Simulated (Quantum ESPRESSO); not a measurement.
```
CdClOH
1.0
    3.50013     0.00000     0.00000
   -1.75007     3.15750     0.00000
    0.00000     0.00000    16.50000
H O Cl Cd
1 1 1 1
Direct
  0.00076   0.00152   0.10860
  0.99716   0.99432   0.04997
  0.33578   0.67156   0.89140
  0.66630   0.33259   0.98526
```

The PBEsol cell relaxed from Materials Project entry mp-644222 was given a uniaxial strain of -4 % along x, the other axes held, and the atoms were relaxed again, with the Coulomb interaction truncated along z.

### Question
What does PBEsol (pw.x of Quantum ESPRESSO, ONCV potentials, without SOC) give for the electronic structure near the Fermi level?

### Answer
The PBEsol gap is direct, 2.28 eV at Γ. Spin-orbit splittings are left out.

This is a model layer cut from the bulk structure; whether it is stable on its own was not checked.
